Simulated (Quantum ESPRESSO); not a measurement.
# LiGaRh5W: a guest atom moved from site to site

Simulated, not a measurement. The program is pw.x of Quantum ESPRESSO 7.5 (plane-wave density functional theory). The cell is made up: eight metal atoms on a face-centred cubic lattice, with elements, volume, strain and displacements drawn at random and not relaxed, so it may be unstable or far from any real phase. PseudoDojo standard norm-conserving files set the functional (PBE unless stated); there is no spin polarisation or spin-orbit coupling, the Fermi-Dirac width of 0.25 eV means electrons at about 2900 K, and the masses in the input are unused placeholders. Heavy elements are run without spin-orbit coupling, which real alloys of them have. A spin test at this wide smearing found no moment, but such smearing suppresses magnetism that the real alloy may have.

The runs move one Ga atom among sites that otherwise hold Rh. Cell, positions, cutoff, mesh and smearing stay as in the input of run 1; sites are counted in its order. Stress in the tables is positive in tension.

Input of run 1:

```
&control calculation='scf', pseudo_dir='./dojo.nc.sr.pbe.v0_5.standard.upf', outdir='./o', disk_io='minimal', tprnfor=.true., tstress=.true. /
&system ibrav=0, nat=8, ntyp=4, nbnd=74, ecutwfc=87.97787729, nosym=.true., tot_charge=0,
 occupations='smearing', smearing='fd', degauss=0.0183746611
/
&electrons conv_thr=1.470e-08, electron_maxstep=70, mixing_beta=0.5 /
ATOMIC_SPECIES
Ga 1.0 Ga.upf
Li 1.0 Li.upf
Rh 1.0 Rh.upf
W 1.0 W.upf
CELL_PARAMETERS angstrom
2.0649 4.0626 2.0383
1.9913 -4.0144 2.0155
2.0268 0.0013 -6.0793
ATOMIC_POSITIONS angstrom
Li 0.0103 -0.0447 0.0374
Ga 1.9908 -1.9805 -0.0145
Rh 2.0033 0.0244 -2.0436
Rh 4.0679 -2.0199 -2.0109
Rh 2.117 0.06 2.0547
W 2.0118 1.9965 0.0001
Rh 4.0078 -0.0104 -0.0155
Rh 4.0949 2.0784 -2.0537
K_POINTS automatic
5 6 4 1 1 1
```

| run | elements on sites 1 to 8 | free energy less that of run 1 (eV) | -TS (eV) | pressure (GPa) | stress xx (GPa) | stress yy (GPa) | stress zz (GPa) | stress yz (GPa) | stress xz (GPa) | stress xy (GPa) | iterations |
| --- | --- | --- | --- | --- | --- | --- | --- | --- | --- | --- | --- |
| 1 | Li Ga Rh Rh Rh W Rh Rh | 0.000 | -1.925 | -21.04 | 21.04 | 21.19 | 20.88 | -0.55 | -1.91 | 0.38 | 16 |
| 2 | Li Rh Ga Rh Rh W Rh Rh | 0.298 | -2.041 | -20.25 | 21.19 | 17.62 | 21.92 | -1.58 | 0.29 | -1.44 | 18 |
| 3 | Li Rh Rh Ga Rh W Rh Rh | -0.080 | -1.970 | -20.73 | 20.59 | 20.57 | 21.03 | -0.88 | 0.72 | -0.56 | 16 |
| 4 | Li Rh Rh Rh Ga W Rh Rh | 0.214 | -2.021 | -20.64 | 21.49 | 18.79 | 21.66 | 0.56 | -1.72 | 0.76 | 17 |
| 5 | Li Rh Rh Rh Rh W Ga Rh | 0.074 | -1.892 | -20.99 | 22.24 | 18.35 | 22.39 | 0.42 | -0.19 | 0.68 | 17 |
| 6 | Li Rh Rh Rh Rh W Rh Ga | -0.437 | -1.733 | -21.55 | 21.29 | 21.11 | 22.25 | 0.42 | 0.27 | 0.12 | 16 |

Forces Fx Fy Fz (eV/Å):

| site | run 1 | run 2 | run 3 | run 4 | run 5 | run 6 |
| --- | --- | --- | --- | --- | --- | --- |
| 1 | -0.29 0.10 0.18 | -0.23 0.08 0.12 | -0.09 0.10 0.01 | -0.22 0.09 0.11 | -0.17 0.08 0.08 | -0.12 0.10 -0.01 |
| 2 | 0.20 -0.11 -0.17 | 0.17 -0.15 -0.09 | 0.32 -0.12 -0.21 | 0.28 -0.14 -0.28 | 0.14 -0.12 0.01 | 0.23 -0.12 -0.14 |
| 3 | -0.09 0.00 0.29 | 0.31 -0.14 -0.34 | -0.19 0.03 0.35 | -0.25 -0.05 0.48 | -0.02 0.01 0.30 | -0.15 -0.10 0.35 |
| 4 | 0.30 0.13 -0.61 | 0.31 0.09 -0.52 | -0.44 0.08 0.30 | 0.47 0.09 -0.77 | 0.20 0.13 -0.53 | 0.20 0.09 -0.49 |
| 5 | -0.10 -0.13 -0.20 | 0.11 -0.19 -0.43 | -0.17 -0.21 -0.27 | -0.49 -0.06 0.30 | 0.10 -0.22 -0.50 | -0.02 -0.14 -0.26 |
| 6 | 0.60 0.16 -0.36 | 0.03 0.25 0.18 | 1.29 0.22 -1.29 | 1.10 0.11 -1.09 | -0.05 0.27 0.16 | 0.09 0.12 -0.06 |
| 7 | -0.33 0.08 0.43 | -0.43 0.23 0.55 | -0.45 0.13 0.62 | -0.61 0.17 0.82 | 0.24 0.05 -0.12 | -0.35 0.18 0.55 |
| 8 | -0.29 -0.22 0.44 | -0.26 -0.17 0.53 | -0.27 -0.24 0.50 | -0.27 -0.21 0.44 | -0.45 -0.20 0.61 | 0.12 -0.13 0.05 |

The sites are displaced and not relaxed, so the energy differences mix bonding between neighbours with strain and are not ordering energies. A rerun of one cell of this series at a higher cutoff and on a denser mesh moved values by no more than 0.003 eV in energy, 0.08 GPa in stress and 0.007 eV/Å in force, and a second program with other atomic files agreed on that cell to 2 % rms in force and 0.5 GPa in pressure.